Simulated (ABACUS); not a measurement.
Worked example: self-consistent single point of ZnS (P6_3mc, 8 atoms in the cell; from Materials Project mp-10281, changed as shown) in ABACUS.

Level of theory: PBE, numerical atomic orbitals TZDP (confined pseudo-atomic orbitals with Gaussian additions; energy shift 0.01 Ry), PseudoDojo 0.5 standard norm-conserving PBE (tails mended) pseudopotentials in ABACUS.

The change in words: lattice vector c scaled by 0.99. Reference geometry (P6_3mc):
```
ZnS
1.0
    3.77962     0.00000     0.00000
   -1.88981     3.27325     0.00000
    0.00000     0.00000    12.35671
Zn S
4 4
Cartesian
  1.88981   1.09108   9.26667
  0.00000   2.18217   3.08831
  0.00000   0.00000   6.17836
  0.00000   0.00000   0.00000
  1.88981   1.09108  11.58726
  0.00000   2.18217   5.40890
  0.00000   0.00000   8.49326
  0.00000   0.00000   2.31491
```

Reference input (self-consistent single point, DFT, PBE, numerical atomic orbitals TZDP (confined pseudo-atomic orbitals with Gaussian additions; energy shift 0.01 Ry), PseudoDojo 0.5 standard norm-conserving PBE (tails mended) pseudopotentials): basis = TZDP numerical atomic orbitals, energy shift 0.01 Ry; KPT = Gamma 12 12 4 0 0 0; basis_type = lcao; ecutwfc = 100 Ry; smearing_method = fixed; potentials = PseudoDojo 0.5 standard norm-conserving PBE (tails mended); symmetry = 1; symmetry_prec = 1e-05; ks_solver = genelpa; scf_nmax = 100; scf_thr = 1.0e-07; mixing_type = broyden. This run's input differs from it in these lines:

```diff
@@ -33,3 +33,3 @@
   -3.5712252173    6.1855403683    0.0000000000
-   0.0000000000    0.0000000000   23.3508071501
+   0.0000000000    0.0000000000   23.1172993620
```

Log, with long lists cut:

```
 SELF-CONSISTENT
 -------------------------------------------

                  longest orb rcut (Bohr) = 6.7
   longest nonlocal projector rcut (Bohr) = 1.9
                     search radius (Bohr) = 17.2

                          real space grid = [ 45, 45, 150 ]
                                 init_chg = atomic

 LCAO ALGORITHM --------------- ION=   1  ELEC=   1--------------------------------

 Density error is 0.0460978689482
 E_KohnSham     -1760.6101306857     -23954.3297338498
 E_Fermi        0.5458141047         7.4261818720

 LCAO ALGORITHM --------------- ION=   1  ELEC=   2--------------------------------

   [... lines left out ...]

   [... 6 blocks of this kind left out ...]

 LCAO ALGORITHM --------------- ION=   1  ELEC=   9--------------------------------

 Density error is 1.54931241198e-07
 E_KohnSham     -1760.7513557185     -23956.2511989959
 E_Fermi        0.5853786819         7.9644855614

 LCAO ALGORITHM --------------- ION=   1  ELEC=  10--------------------------------

 Density error is 6.29344585139e-08
 E_KohnSham     -1760.7513557184     -23956.2511989956
 E_KS(sigma->0) -1760.7513557184     -23956.2511989956
 E_entropy(-TS) 0.0000000000         0.0000000000
 E_Fermi        0.5853787518         7.9644865129
 charge density convergence is achieved
 final etot is -23956.251199 eV
 EFERMI = 7.9644865129 eV

 STATE ENERGY(eV) AND OCCUPATIONS    NSPIN == 1
   [... 60 lines left out ...]

 TOTAL-FORCE (eV/Angstrom)
                       Zn1         0.0000000000         0.0000000000        -0.0780309488
                       Zn2         0.0000000000         0.0000000000        -0.0780309488
                       Zn3         0.0000000000         0.0000000000        -0.0823266750
                       Zn4         0.0000000000         0.0000000000        -0.0823266750
                        S1         0.0000000000         0.0000000000         0.0794622555
                        S2         0.0000000000         0.0000000000         0.0794622555
                        S3         0.0000000000         0.0000000000         0.0808953684
   [... lines left out ...]

 TOTAL-STRESS (KBAR)
        50.2450111838         0.0000076750         0.0000000000
         0.0000076750        50.2450358258         0.0000000000
        -0.0000000000         0.0000000000        69.0645690844
 TOTAL-PRESSURE: 56.518205 KBAR

 --------------------------------------------
 !FINAL_ETOT_IS -23956.2511989955855825 eV
 --------------------------------------------
```

The run converged in 10 iterations. Against the reference run the free energy rises by 7.0 meV/atom, the pressure goes from 4.69 to 5.65 GPa and the gap on the mesh goes from 2.525 to 2.591 eV.

The atom-centred basis is finite, which shifts total energies, pressures and gaps against plane waves. The structure comes from a collection of computed structures, made at another level of theory; the collection holds predicted forms beside known ones. Its lattice was then scaled.

Cost on one core: roughly 40 core-seconds.

The atomic orbitals were generated for these runs; they are not ABACUS's published sets and were checked against plane waves on a few crystals only.

“Tails mended”: in these copies of the files the far tail of each local potential was reset to the Coulomb form.
